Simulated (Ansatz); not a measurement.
Polymorphs of Sc, each relaxed with plane-wave PAW PBE (Ansatz code):

A: hcp (Mg type) (P6_3/mmc)
a = b = 3.3195 Å, c = 5.1632 Å, α = β = 90.00°, γ = 120.00°

```
atom  site  symmetry       x       y       z
----  ----  --------  ------  ------  ------
Sc      2d      -6m2  0.6667  0.3333  0.2500
```

B: dhcp (α-La type) (P6_3/mmc)
a = b = 3.291 Å, c = 10.503 Å, α = β = 90.00°, γ = 120.00°

| atom | site | symmetry | x | y | z |
|---|---|---|---|---|---|
| Sc | 2a | -3m. | 0.0000 | 0.0000 | 0.0000 |
| Sc | 2c | -6m2 | 0.3333 | 0.6667 | 0.2500 |

### Question
Put the candidates in order of energy per atom at 0 K, lowest first, for PBE.

### Answer
A (+0 meV/atom), B (+23 meV/atom)

Not the usual ambient phase: B. All cells were relaxed under the symmetry of their starts (and spin orders); stability against distortions was not tested throughout. Rows with no word on spin ran without spin polarisation.

Energies hold the estimated change up to a 700 eV cutoff; steps of a few meV lie near the error of the meshes.

Potentials: the earlier of the program's two PAW sets.
